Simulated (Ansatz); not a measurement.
This cell of Sn (beta-Sn type, space group I4_1/amd) is off equilibrium:

```
Sn
1.0
   -2.97350     2.97350     1.60615
    2.97350    -2.97350     1.60615
    2.97350     2.97350    -1.60615
Sn
2
Direct
  0.75000   0.25000   0.50000
  0.05032   0.15097   0.10065
```

The numbers are results of PBE (plane waves to 420 eV, PAW, scalar-relativistic; Ansatz, a first-principles code), not measurements. k mesh 13×13×13 (Γ-centred), Fermi-Dirac smearing 0.05 eV. E stands for the smeared free energy. Stress and pressure are positive under compression. With partly filled bands, energies and forces of such displacements shift with the k mesh and the smearing. Sn was relaxed with its symmetry unable to fall.

Task: What forces act on the atoms (eV/Å, Cartesian)?

Result: 
| atom | Fx | Fy | Fz |
|---|---|---|---|
| Sn1 | 3.025 | 0.000 | -1.113 |
| Sn2 | -3.025 | 0.000 | 1.113 |

Task: What is the stress tensor (GPa)?

Result: 
```
   17.8      0.0     -6.9
    0.0     -2.0      0.0
   -6.9      0.0      5.3
```
The pressure, a third of the trace, is 7.1 GPa.

Task: In it atom 2 sits (0.599, 0.000, 0.162) Å away from its relaxed site. What is its energy relative to the relaxed cell?

Result: 662 meV/cell.

(A displaced cell: forces are minus the slopes of the energy, force constants its curvatures, and phonons follow from these.)
